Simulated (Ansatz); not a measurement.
Data:

AlN:
```
CELL_PARAMETERS angstrom
      2.68078     0.00000     0.00000
      0.00000     2.68078     0.00000
      0.00000     0.00000     3.84360
ATOMIC_POSITIONS crystal
  Al 0.50000 0.50000 0.00000
  N  0.00000 0.00000 0.00000
```

This is the PBE+D3(BJ)-relaxed structure. Tensor components refer to the Cartesian frame of this cell.

Problem. All from the program Ansatz at the PBE+D3(BJ) level (PAW), unless another level is named. Estimate the bulk modulus (Birch–Murnaghan fit).

Solution. 24.1 GPa.

Problem. And the elastic constants (relaxed ions, GPa)?

Solution. C11 = 637, C12 = 30.2, C13 = -6.9, C33 = 27.7, C44 = -13.1, C66 = 115.

Problem. Give the highest zone-centre frequency (without LO–TO term).

Solution. 691 cm^-1.

Space group P4/mmm. A made-up cell: these elements were put on the sites of a structure type; neither database checked (COD, Materials Project) lists it. It is not the phase usual at ambient conditions (space group No. 186, 216). Symmetry was held in the PBE+D3(BJ) relaxation. At this level the phase is dynamically unstable (imaginary phonons).

Potentials: the later of the program's two PAW sets.
